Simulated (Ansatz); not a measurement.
Structures of Si3S2: which is lowest?

Plane-wave DFT in Ansatz with scalar-relativistic PAW potentials, cutoff 420 eV, Γ-centred meshes chosen by cell and gap, Gaussian smearing with energies taken to zero width. Every cell was relaxed (cell and atoms) in a run of its own, within the symmetry of its start. Functional: PBE.

Relaxed structures (starts from databases or built by putting these elements on another compound's sites):
A. P-3m1, 5 atoms in the computed cell, a = 4.255 Å, c = 5.490 Å; sites (symmetry × multiplicity) Si -3m. × 1 + 3m. × 2, S 3m. × 2; start: built
B. P-1, 5 atoms in the computed cell, a = 3.949 Å, b = 5.177 Å, c = 5.186 Å, α = 75.5°, β = 73.2°, γ = 74.4°; sites (symmetry × multiplicity) Si -1 × 1 + 1 × 2, S 1 × 2; start: built

Task: Rank them by energy. Could pressure change the order?

Result:
| structure | group | E − E(lowest) (meV/atom) | V (Å³/atom) | gap on mesh (eV) |
| --- | --- | --- | --- | --- |
| B | P-1 | 0.0 | 19.21 | 0.00 |
| A | P-3m1 | 445 | 17.22 | 0.00 |

B is lowest, 445 meV/atom under A. A is denser by 1.99 Å³/atom, so pressure favours it: ΔE/ΔV, with ΔE in eV and 1 eV/Å³ = 160.2 GPa, gives about 36 GPa for equal enthalpy if both cells were rigid; at such pressures compression changes ΔV much, so this is a scale only. Other structures may lie lower than all of these, and vibrations aren't counted.

Spin polarisation was left out, and a magnetic state may lie lower.